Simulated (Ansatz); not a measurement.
BaGa$_{2}$H$_{2}$ in space group P-3m1 (No. 164; H on 2d, Ba on 1a, Ga on 2d) under volume change, the program Ansatz at the r²SCAN level (PAW), shape and atoms relaxed at each volume.

```
V (Å³/atom)  E − E(relaxed) (meV/atom)     P (GPa)
-----------  -------------------------  ----------
15.932                            23.0        5.06
16.457                             9.7        3.11
16.982                      (withheld)  (withheld)
17.507                             0.0        0.00
18.032                      (withheld)  (withheld)
18.558                             7.9       -2.30
19.083                            17.0       -3.21
```

Problem. Fill in the missing entries.

Solution. 
- 18.032, E − E(relaxed) (meV/atom): 2.1
- 18.032, P (GPa): -1.24
- 16.982, E − E(relaxed) (meV/atom): 2.3
- 16.982, P (GPa): 1.44

Problem. What does a third-order Birch–Murnaghan fit give for V₀, B₀ and B′?

Solution. V₀ = 17.51 Å³/atom, B₀ = 44.4 GPa, B′ = 4.0.

The workflow started from an entry of the Crystallography Open Database (COD). Whether it is the stable phase at ambient conditions was not checked. Symmetry was held in the r²SCAN relaxation; whether a distortion lowers the energy is not shown. Scalar-relativistic: spin–orbit coupling is off unless named, which matters more the heavier the elements.

Potentials: the later of the program's two PAW sets.
